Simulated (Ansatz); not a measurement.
LiGeN in space group P6_3mc (No. 186; Li on 2b, Ge on 2a, N on 2b) under volume change, LDA in the plane-wave PAW code Ansatz, shape and atoms relaxed at each volume.

| V (Å³/atom) | E − E(relaxed) (meV/atom) | P (GPa) |
|---|---|---|
| 10.495 | … | … |
| 10.841 | 11.2 | 5.53 |
| 11.187 | … | … |
| 11.533 | 0.0 | 0.02 |
| 11.879 | 2.3 | -2.10 |
| 12.225 | 8.8 | -3.83 |
| 12.571 | 18.6 | -5.21 |

Question: Complete the blanks.

Answer: 
- 11.187, E − E(relaxed) (meV/atom): 2.7
- 11.187, P (GPa): 2.53
- 10.495, E − E(relaxed) (meV/atom): 26.9
- 10.495, P (GPa): 9.03

Question: What does a third-order Birch–Murnaghan fit give for V₀, B₀ and B′?

Answer: V₀ = 11.54 Å³/atom, B₀ = 75.7 GPa, B′ = 5.0.

The workflow started from a Materials Project entry (that database holds measured and hypothetical structures alike); the Crystallography Open Database copy checked does not list it. Whether it is the stable phase at ambient conditions was not checked. The LDA relaxation kept the symmetry of its start; its stability against distortions is not shown here.

Potentials: the later of the program's two PAW sets.
